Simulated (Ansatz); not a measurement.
**Polymorphs of FeNi**

13 relaxations of FeNi ended in 6 distinct structures. The numbers are results of PBEsol (plane waves to 420 eV, PAW, scalar-relativistic; Ansatz, a program for electronic structure), not measurements.

```csv
#,space group,Pearson,type,E − E(lowest) (eV/atom),V (Å³/atom),runs ending here,spin order
1,P4/mmm,tP2,"AFLOW prototype AB_tP2_123_a_d (L1_0, as in CuAu)",0.00,10.76,7,ferromagnetic
2,Pmmn,oP4,–,0.05,10.82,1,ferromagnetic
3,P6₃/mmc,hP8,–,0.07,10.77,2,ferromagnetic
4,Pbcm,oP8,–,0.08,10.91,1,ferromagnetic
5,Pmmn,oP4,–,0.09,10.80,1,ferromagnetic
6,Fd-3m,cF16,"AFLOW prototype AB_cF16_227_a_b (B32, as in NaTl)",0.10,10.86,1,ferromagnetic
```

All are gapless at this level. P4/mmm, tP2, AFLOW prototype AB_tP2_123_a_d (L1_0, as in CuAu), ferromagnetic is the lowest of the structures calculated here.

FeNi is taken in the tetragonal space group P4/mmm (No. 123), Pearson symbol tP2. Conventional cell: a = b = 2.4674 Å, c = 3.5340 Å, α = β = γ = 90.00°. Fe on 1a sees 4 Fe at 2.467 Å and 8 Ni at 2.483 Å (cuboctahedral). Ni on 1d is coordinated by 4 Ni at 2.467 Å and 8 Fe at 2.483 Å (cuboctahedral). (Neighbours: up to the widest gap in distance over summed covalent radii, below 1.35, at either atom.)

Each run could gain symmetry but not lose that of its start, so entries can be saddle points. From databases, or of a type measured for this composition: P4/mmm, tP2, AFLOW prototype AB_tP2_123_a_d (L1_0, as in CuAu), ferromagnetic; the others are generated cells (placed on structure types, drawn at random, substituted or restacked) that were not matched to a known phase here. Each structure is listed in the lowest spin state found for it. Static energies at zero pressure. Spin states reached: ferromagnetic; spin orders were not searched systematically.
